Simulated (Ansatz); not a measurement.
Relaxed candidate structures of ScCo:

A. Pm-3m (No. 221), cP2, CsCl type; a = 3.072 Å, b = 3.072 Å, c = 3.072 Å, α = 90.00°, β = 90.00°, γ = 90.00°; Co 1a (0.000, 0.000, 0.000); Sc 1b (0.500, 0.500, 0.500); non-magnetic

B. P2₁3 (No. 198), cP8, AFLOW prototype AB_cP8_198_a_a (B20, as in FeSi); a = b = c = 4.928 Å, α = β = γ = 90.00°; Sc 4a (0.166, 0.166, 0.166); Co 4a (0.847, 0.847, 0.847); non-magnetic

C. P6₃/mmc (No. 194), hP4, NiAs type; a = b = 4.1424 Å, c = 4.4783 Å, α = β = 90.00°, γ = 120.00°; Co 2a (0.000, 0.000, 0.000); Sc 2d (0.667, 0.333, 0.250); ferromagnetic

Task: Put the candidates in order of energy per atom, lowest first, for PBEsol (plane waves to 420 eV, PAW, scalar-relativistic; Ansatz, an electronic-structure program).

Result: A (reference, the lowest of the structures calculated here), C (+0.20 eV/atom), B (+0.22 eV/atom)

2 runs with a doubtful electronic state, a coarser numerical grid, an end not at rest or a source that can't be used are left out. Each run could gain symmetry but not lose that of its start, so entries can be saddle points. From databases, or of a type measured for this composition: Pm-3m, cP2, CsCl type, non-magnetic; the others are generated cells (placed on structure types, drawn at random, substituted or restacked) that were not matched to a known phase here. Each structure is listed in the lowest spin state found for it. Energies are at zero temperature and pressure, without zero-point motion. Spin states reached: non-magnetic, ferromagnetic; non-magnetic ones ran without spin or lost their moments; spin orders were not searched systematically.
